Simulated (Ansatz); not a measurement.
What settings do to one calculation: C started on a B site next to a B vacancy in zincblende BP, 15 atoms, charge 0

Ansatz (PAW, plane waves), atoms fixed. The base input:

```yaml
crystal:
  lattice:
    - [9.040378, 0.000000, 0.000000]
    - [0.000000, 4.520189, 0.000000]
    - [0.000000, 0.000000, 4.520189]
  atoms:
    - { symbol: B, position: [0.990904, 0.015982, 0.014638] }
    - { symbol: B, position: [0.250288, 0.526163, 0.978071] }
    - { symbol: B, position: [0.747048, 0.481151, 0.023892] }
    - { symbol: B, position: [0.251881, 0.998360, 0.477332] }
    - { symbol: B, position: [0.758423, 0.982138, 0.518181] }
    - { symbol: B, position: [0.997152, 0.522067, 0.530236] }
    - { symbol: P, position: [0.129212, 0.257819, 0.266546] }
    - { symbol: P, position: [0.611681, 0.226937, 0.267580] }
    - { symbol: P, position: [0.385741, 0.752507, 0.236339] }
    - { symbol: P, position: [0.890444, 0.779244, 0.247293] }
    - { symbol: P, position: [0.366965, 0.280458, 0.756342] }
    - { symbol: P, position: [0.855925, 0.231969, 0.804871] }
    - { symbol: P, position: [0.136514, 0.744772, 0.731425] }
    - { symbol: P, position: [0.637232, 0.758354, 0.736223] }
    - { symbol: C, position: [0.501178, 0.485544, 0.505893] }
kpoints:
  mp_grid: { grid: [2, 2, 2], shift: [0.5, 0.5, 0.5] }
hamiltonian:
  xc: pbesol
scf:
  occupations: { method: fermi_dirac, width: 0.01 }
output:
  forces: true
  eigenvalues: true
  stress: true
  populations: true
```

Command:

```sh
ansatz run in.yaml --threads 8 --pin off --max-ram 13300MiB --runs-dir r --events-out ev --progress --plain
```

It converged in 8 iterations and 0.7 s of wall time on a shared host; largest force component 3.97 eV/Å, pressure -0.76 GPa. The cutoff was the default, 420 eV. The base isn't a converged reference: it has few k points, and its atoms are unrelaxed. Each run below changes the keys shown and caps the iterations.

| run | changed | ending | iterations | free energy less the base (meV per atom) | rms change of forces (eV/Å) | change of pressure (GPa) | wall time (s, shared host) |
| --- | --- | --- | --- | --- | --- | --- | --- |
| 1 | width 2.0 eV, max_iter 50 | converged | 8 | -1850.1 | 0.957 | 19.00 | 1.1 CPU |
| 2 | ecutrho_ratio 1, max_iter 80 | converged | 8 | 11.0 | 0.015 | -0.19 | 0.7 CPU |
| 3 | max_iter 90, total_charge -1 | converged | 10 | other zero | 0.303 | -1.34 | 0.8 CPU |
| 4 | accuracy low (cutoff and grids as in the base), xc_grid 2 (2 is the default), max_iter 60 | converged | 8 | 0.0 | 0.000 | 0.00 | 0.8 CPU |
| 5 | dispersion rvv10, xc rpbe, max_iter 90 | refused | – | – | – | – | – |
| 6 | occupations gaussian, width 0.1 eV, ecutwfc 240 eV, max_iter 50 | converged | 7 | 237.8 | 0.153 | 0.76 | 0.5 CPU |
| 7 | mixing beta 0.6, mixing algorithm broyden, max_iter 50 | converged | 8 | 0.0 | 0.000 | 0.00 | 0.6 CPU |
| 8 | max_iter 9 | converged | 8 | 0.0 | 0.000 | 0.00 | 0.6 CPU |
| 9 | initial_magnetization 8, mixing algorithm anderson, mixing beta 0.4, max_iter 50 | converged | 16 | 0.0 | 0.000 | 0.00 | 1.7 CPU |
| 10 | max_iter 4 | not converged | – | – | – | – | – |

«Other zero»: another functional, charge or dispersion term moves the zero of energy, so the difference says nothing of accuracy.

**Question.** Which changes leave the result alone, and which of the same physical model moves the forces most?

**Answer.** The forces move by under 0.002 eV/Å in runs 4, 7, 8, 9. Run 1 (width 2.0 eV, max_iter 50) moves them most among the runs with the same functional, charge and dispersion term, by 0.957 eV/Å.

**Question.** Why did some runs give no result?

**Answer.** - run 5: inconsistent input (hamiltonian.dispersion, hamiltonian.xc): `dispersion: rvv10` has no canonical (b, C) pairing for the chosen semilocal exchange/correlation — only rPW86-x + PBE96-c (the original rVV10) and r²SCAN are tabulated
- run 10: did not converge after 4 iterations: dr2 = 3.44e-4 (threshold 1.00e-7), under the density mixer `msr1`, which `scf.mixing.algorithm: auto` chose by the deck's other keys (type `scf.mixing.algorithm: msr1` to keep it);
